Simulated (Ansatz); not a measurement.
An Ansatz input:

```yaml
crystal:
  lattice:
    - [3.4315615435, 0.0, 0.0]
    - [0.0, 3.4315615435, 0.0]
    - [0.0, 0.0, 3.4315615435]
  atoms:
    - { symbol: La, position: [0.0, 0.0, 0.0], spin: 1.0 }
hamiltonian:
  xc: r2scan
  pseudopotentials:
    kind: paw
    azcp:
      La: "pseudopotentials/La.paw.azcp"
basis:
  ecutwfc: 500
  fft_grid_basis: typed
kpoints:
  mp_grid: { grid: [9, 9, 9], shift: [0, 0, 0] }
magnetization:
  spin_polarized: true
scf:
  occupations: { method: fermi_dirac, width: 0.05 }
relax:
  max_steps: 60
  f_tol: 0.01
  cell: {}
```

Output

```
Engine: ansatz 0.2.0, x86_64-unknown-linux-gnu
Pseudopotentials: kind: paw
Pseudopotential: La, paw, valence charge 11, recommended cutoff 500 eV (meta_gga) 
Functional definition: r2SCAN
  parameter k0 = 0.174
  parameter k1 = 0.065
  parameter a1 = 4.9479
  exchange = r2scan_x(k0 = k0, k1 = k1, a1 = a1)
  correlation = r2scan_c
Crystal: 1 atoms, lattice volume = 40.409 Å³
Basis set: ecut = 500 eV, 1021 PW (Γ), exchange–correlation on 108×108×108 points (64 copies of the dense FFT grid, shifted against one another)
Bands: 10, of which v1, the nominal top of the filled ones, is band 6 counted from 1 (5 counted from 0)
Symmetry: 48 space group operations
Space group: Pm-3m (ITA 221), of the structure as read, at distance tolerance 3.4e-5 Å
Magnetic group: BNS 221.92 (UNI 1594), of the structure as read, at distance tolerance 3.4e-5 Å
k-points: 35 of 729
Non-local potential: La, projectors of the file, l = 0: 3, l = 1: 2, l = 2: 2, l = 3: 3
PAW form: soft (Blöchl's): semilocal exchange-correlation on the pseudo side does not see the compensation charge
PAW frozen core: La, regenerated for the run's functional (the file was generated under x = pbe(κ = 0.804, μ = 0.2195149727645171), c = pbe(β = 0.06672455060314922))
PAW one-centre angular grid: La, 974 points (default); XC on 160 Gauss nodes
Initial density: superposition of atomic densities (chi_scale 0.1, normalization cell)
Starting moments: Σ|m| = 1 μB on 1 of 1 site
Initial wavefunctions: pseudopotential atomic-orbital guess
Functional: x = r2scan, c = r2scan; τ floored in thin density (d = 2e-4 eV/Å³)
iter 1 solved again at ethr=2.44e-3 eV; its pass at ethr=3.10e-3 eV (dr2=2.69e-1 eV) is discarded
SCF iter   1: F=—  HF=-6264.004741 eV  |F-HF|=—  |Δ(HF+E_count)|=         —  Δρ=2.02e-2 (↑2.02e-2 ↓8.74e-3)  dr2=2.87e-1  dr2_τ=1.54e-3  dr2_m=3.05e-2  M=0.655 μB ∫|m|=0.655 μB  β_m=0.87  ethr=2.44e-3  ⟨swp⟩=1.8  Hψ=4952  notcnv=0
Mixer restart at iter 1: flushing history
SCF iter   2: F=—  HF=-6264.149899 eV  |F-HF|=—  |Δ(HF+E_count)|=         —  Δρ=1.05e-2 (↑1.05e-2 ↓8.38e-3)  dr2=1.34e-1  dr2_τ=8.50e-4  dr2_m=2.12e-3  M=0.621 μB ∫|m|=0.636 μB  β_m=1.00  ethr=2.44e-3  ⟨swp⟩=3.0  Hψ=1336  notcnv=0
Mixer restart at iter 2: flushing history
...
SCF iter   5: F=—  HF=-6264.237250 eV  |F-HF|=—  |Δ(HF+E_count)|=  5.54e-10  Δρ=3.35e-7 (↑3.32e-7 ↓3.35e-7)  dr2=5.56e-11  dr2_τ=4.56e-12  dr2_m=9.68e-12  M=0.652 μB ∫|m|=0.682 μB  β_m=1.00  ethr=1.93e-12  ⟨swp⟩=2.0  Hψ=1126  notcnv=0  κ⁻¹=2.4e-4(r=4)
SCF iter   6: F=—  HF=-6264.237250 eV  |F-HF|=—  |Δ(HF+E_count)|=  1.56e-10  Δρ=1.67e-7 (↑1.63e-7 ↓1.67e-7)  dr2=1.15e-11  dr2_τ=8.79e-13  dr2_m=3.68e-12  M=0.652 μB ∫|m|=0.682 μB  β_m=1.00  ethr=1.00e-12  ⟨swp⟩=2.1  Hψ=1054  notcnv=0  κ⁻¹=5.4e-5(r=5)
SCF iter   7: F=-6264.237250 eV  HF=-6264.237250 eV  |F-HF|=3.64e-12  |Δ(HF+E_count)|=  6.37e-11  Δρ=3.45e-8 (↑3.45e-8 ↓3.26e-8)  dr2=1.10e-12  dr2_τ=2.76e-14  dr2_m=6.68e-14  M=0.652 μB ∫|m|=0.682 μB  ethr=1.00e-12  ⟨swp⟩=4.7  Hψ=3247  notcnv=0
SCF 5 converged in 7 iterations: F = -6264.237250 eV  dr2 = 1.10e-12
relax step   5: F+E_penalty+E_count = -6264.23724951 eV  Δ(F+E_penalty+E_count) = +3.321e-4 eV  max|allowed force component| = 0.000e0 eV/Å  Δτ_max = 0.0000 Å  P = +0.005 GPa  Ω = 37.667 Å³  stress off target by 4.61e-3 GPa  SCF on the basis re-selected at this cell (its energy is not comparable with the rows above)  (7 SCF iters)
basis re-selected at this cell: Δ(F+E_penalty+E_count) = +3.321e-4 eV, ΔP = -0.000 GPa vs the last step (what re-selecting the basis moved, of the pressure what is left beyond the Pulay correction that the steps carried, after the strain that the cell walked since its last selection, with what the two solves' SCF thresholds leave and, on support functions, any second-order correction that the steps lacked; it is no measure of the basis error at this ecutwfc). The dense FFT grid was sized anew with the basis: this SCF ran on 25×25×25 points, the steps before it on 27×27×27, so part of this shift can come from that change (see relax.cell in the input reference). This SCF's stress stands 4.61e-3 GPa from its target on what of the cell is left free (relax.cell.stress_tol is 5.00e-2 GPa) and its largest allowed force component is 0.00e0 eV/Å (relax.f_tol is 1.00e-2 eV/Å): within both
SCF converged after 7 iterations
Stability not checked: this state was not tested for a lower state beside it, because the mixer in use, unlike msr1, does not test its closes by its own steps (another_mixer; see scf.mixing.algorithm and scf.lower_state_search)
Magnetization: 0.6520 μB (5.8260 up, 5.1740 down)
Absolute magnetization: 0.6822 μB (∫|ρ↑−ρ↓|, with the PAW one-centre terms)
Spin contamination: 0.0185 ħ² per cell (⟨S²⟩ above its minimum at these occupations)
Per-site moments (μB) at R_I (Å): [(0.4261991243051979, 1.382752420899904)]
Free energy (F): -6264.237250 eV
Harris-Foulkes:  -6264.237250 eV  (|F-HF|=3.64e-12)
Internal energy: -6264.226941 eV  (E = F + TS)
E sigma→0 (E₀):  -6264.232095 eV
Entropy (-TS):   -0.010308 eV (-10.308 meV/atom)
Fermi energy:    10.877583 eV
--- Per-component energies (eV) ---
  E_band       = -55.948806
  E_kinetic    = 194.167412
  E_local      = -360.807775  (includes V_loc(G=0)·N_el)
  E_nonlocal   = 93.138823
  E_hartree    = 115.957978
  E_xc         = -132.332640
  E_vxc        = -160.838980  (∫ρ·V_xc dr)
  E_paw        = -5437.038881  (= ΣΔE_a)
  E_vpaw       = -61.867320  (= ΣTr[D̂ρ^β])
  E_aug_tail   = 0.000000  (compensation charges beyond the density's cutoff)
  E_vtau       = 8.343069  (kinetic-family band-sum trace: ∫τ·v_τ [+ j·A + Jᵃ·Aᵃ] dr)
  E_ewald      = -737.380370
  E_core_change = 0.068512  (= ΣΔE_core)
  E_smearing   = -0.010308  (= −TS)
  E_closure    = 0.000000  (closes the sum)
  Σ components = -6264.237250   (vs F -6264.237250, Δ=0.00e0)
--- Forces (eV/Å), atoms counted from 1 ---
  atom   1  La     0.00000000    -0.00000000     0.00000000
  max |Σ_I F_I| component: 2.31e-33 eV/Å
--- Stress (GPa, compression-positive) ---
        0.004608       0.000000      -0.000000
        0.000000       0.004608      -0.000000
       -0.000000      -0.000000       0.004608
  P = ⅓ Tr σ = 0.0046 GPa (0.046 kbar)
--- Relaxed structure (4 steps of the walk, 4 accepted, 1 SCFs on fresh bases) ---
  F+E_penalty+E_count = -6264.23724951 eV   max|allowed force component| = 0.000e0 eV/Å   (the final SCF, on the basis selected at the relaxed cell)
  cell:  # Å, volume = 37.6670 Å³
    - [3.3521270809694643, -1.3802497934775189e-33, -1.2839532962581574e-34]
    - [-8.666684749742561e-34, 3.3521270809694643, 0.0]
    - [-6.419766481290786e-34, 0.0, 3.3521270809694643]
  atoms:
    - { symbol: La, position: [0.0, 0.0, 0.0] }
```
